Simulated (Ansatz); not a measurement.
SiNi:
```xyz
8
Lattice="5.0438 0.0000 0.0000 0.0000 3.3375 0.0000 0.0000 0.0000 5.4736" Properties=species:S:1:pos:R:3 pbc="T T T"
Si     4.1361     2.5031     3.2150
Si     0.9077     0.8344     2.2586
Si     3.4296     0.8344     0.4782
Si     1.6142     2.5031     4.9954
Ni     2.5681     0.8344     3.7650
Ni     2.4758     2.5031     1.7086
Ni     4.9977     2.5031     1.0282
Ni     0.0461     0.8344     4.4454
```

Relaxed with LDA. Special points in fractions of this cell's reciprocal vectors: Γ (0.000, 0.000, 0.000); X (0.500, 0.000, 0.000); S (0.500, 0.500, 0.000); Y (0.000, 0.500, 0.000); Z (0.000, 0.000, 0.500); U (0.500, 0.000, 0.500); R (0.500, 0.500, 0.500); T (0.000, 0.500, 0.500).

Problem. List the band energies nearest the Fermi level at these points for LDA (plane waves, PAW; program Ansatz).

Solution. In eV from the Fermi level; about four levels below and three above (degenerate sets whole), none deeper than 8.9 eV; points with the same levels are listed once.

```
k                    below                above
-  -----------------------  -------------------
Γ  -1.89 -1.39 -1.21 -0.98       0.69 1.47 3.42
X  -2.18 -2.18 -1.98 -1.98  0.98 0.98 1.13 1.13
S  -1.83 -1.83 -1.83 -1.83  0.51 0.51 0.51 0.51
Y  -1.53 -1.53 -0.62 -0.62  2.10 2.10 2.67 2.67
Z  -1.47 -1.47 -0.19 -0.19  0.82 0.82 3.44 3.44
U  -2.23 -2.23 -0.99 -0.99  0.87 0.87 2.37 2.37
R  -2.05 -2.05 -2.05 -2.05  2.70 2.70 2.70 2.70
T  -2.16 -2.16 -1.82 -1.82  0.20 0.20 1.45 1.45
```

Space group Pnma. The cell was relaxed with LDA under the symmetry of its start. No spin polarisation was allowed.

Potentials: the later of the program's two PAW sets.
